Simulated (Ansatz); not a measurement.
## YSi$_{2}$Ir$_{2}$ (P4/nmm)

All numbers below come from DFT r2SCAN, scalar-relativistic, plane waves, PAW (Ansatz).

Cutoff 500 eV; k points 10×10×4 on the computed 10-atom cell (Γ-centred); Gaussian smearing, width 0.10 eV; no spin polarisation.

The structure is relaxed at this level of theory with its symmetry kept.

The structure is tetragonal, space group P4/nmm (No. 129). The conventional cell has a = 4.111 Å, b = 4.111 Å, c = 9.804 Å, α = 90.00°, β = 90.00°, γ = 90.00°. Around Y (site symmetry 4mm) lie 8 Ir at 3.13 to 3.23 Å and 8 Si at 3.15 to 3.17 Å. Si (site symmetry -4m2) has 4 Ir at 2.41 Å as nearest neighbours. Around Si (site symmetry 4mm) lie 5 Ir at 2.36 to 2.42 Å. Ir (site symmetry -4m2) has 4 Si at 2.42 Å as nearest neighbours. Ir (site symmetry 4mm) is surrounded by 5 Si at 2.36 to 2.41 Å.

```json
{
  "Volume per atom": "16.57 Å³",
  "Generalised Kohn–Sham band gap": "none (metal)",
  "Density of states at the Fermi level": "4.32 states/eV per cell",
  "Löwdin character within 0.5 eV of the Fermi level": "Ir 5d 32 %, Y 4d 29 %, Si 3p 27 %, unprojected 6 %",
  "Bulk modulus": "193 GPa",
  "Its pressure derivative": "4.5",
  "Bader charges (e)": "Y (2 in the cell) 1.82, Si (2 in the cell) 1.13, Si (2 in the cell) 1.14, Ir (2 in the cell) -1.53, Ir (2 in the cell) -2.56"
}
```

Spin-orbit coupling is left out, which matters for the bands of heavy elements.

Cost: 9 runs of about 21 core-minutes in all, on Oxide Virtual Turin-like Processor (Zen 5) (shared hosts).